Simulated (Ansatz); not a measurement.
All numbers below come from Ansatz, DFT PBE, scalar-relativistic, plane waves, PAW. Settings: cutoff 420 eV, Γ-centred meshes spaced at most about 0.3 Å⁻¹, and about 0.25 Å⁻¹ or finer for metals (2π included), Gaussian smearing. Collinear spin in cells that started with moments and kept them past the coarse steps, no spin elsewhere.

Temperature and zero-point effects are left out.

Two relaxed structures of TiClF:

1. (no spin)

Space group P6_3mc (No. 186). a = 3.088 Å, b = 3.088 Å, c = 13.280 Å, α = 90.00°, β = 90.00°, γ = 120.00°
| atom | site | symmetry | x | y | z |
| --- | --- | --- | --- | --- | --- |
| Ti | 2b | 3m. | 0.3333 | 0.6667 | 0.4772 |
| Cl | 2a | 3m. | 0.0000 | 0.0000 | 0.0998 |
| F | 2a | 3m. | 0.0000 | 0.0000 | 0.3845 |

2. (site moments Ti 1.4 μB)

Space group P-6m2 (No. 187). a = 3.673 Å, b = 3.673 Å, c = 4.104 Å, α = 90.00°, β = 90.00°, γ = 120.00°
| atom | site | symmetry | x | y | z |
| --- | --- | --- | --- | --- | --- |
| Ti | 1b | -6m2 | 0.0000 | 0.0000 | 0.5000 |
| Cl | 1e | -6m2 | 0.6667 | 0.3333 | 0.0000 |
| F | 1d | -6m2 | 0.3333 | 0.6667 | 0.5000 |

Question: Which form is favoured at zero pressure, and by what margin per atom?

Answer: Cell 1 is lower, by 0.42 eV/atom. Cell 1 has space group P6_3mc (No. 186), 18.3 Å³/atom and a gap of 1.13 eV on its mesh; cell 2 has space group P-6m2 (No. 187), 16.0 Å³/atom and no gap. Counting Cl or F atoms around Ti (for each partner element, those within 1.25 times its shortest distance or 1.15 times the sum of covalent radii, where it is the nearest in units of that sum or under 1.3; a plus sign parts groups by distance over the sum of covalent radii), cell 1 has Ti 6 and cell 2 has Ti 3+6. Their magnetic states differ too. In cell 1, Ti is surrounded by 3 F at 2.17 Å and 3 Cl at 2.41 Å; around Cl lie 3 Ti at 2.41 Å, 1 F at 2.86 Å and 6 Cl at 3.09 Å; F is surrounded by 3 Ti at 2.17 Å and 1 Cl at 2.86 Å. In cell 2, Ti is surrounded by 3 F at 2.12 Å and 6 Cl at 2.95 Å; Cl is surrounded by 6 F at 2.95 Å and 6 Ti at 2.95 Å; F is surrounded by 3 Ti at 2.12 Å and 6 Cl at 2.95 Å. Both come from invented guesses.

No dispersion correction is applied, so the spacing and binding between layers, chains or molecules are poorly described (P6_3mc), and this can change margins and order among such cells. Kohn–Sham gaps at this level usually fall short of measured ones. In such compounds of Ti a zero gap at this level may well be an artefact, since no Hubbard U is applied. Another magnetic order may lie lower. Cells relaxed within their symmetry can be saddle points.
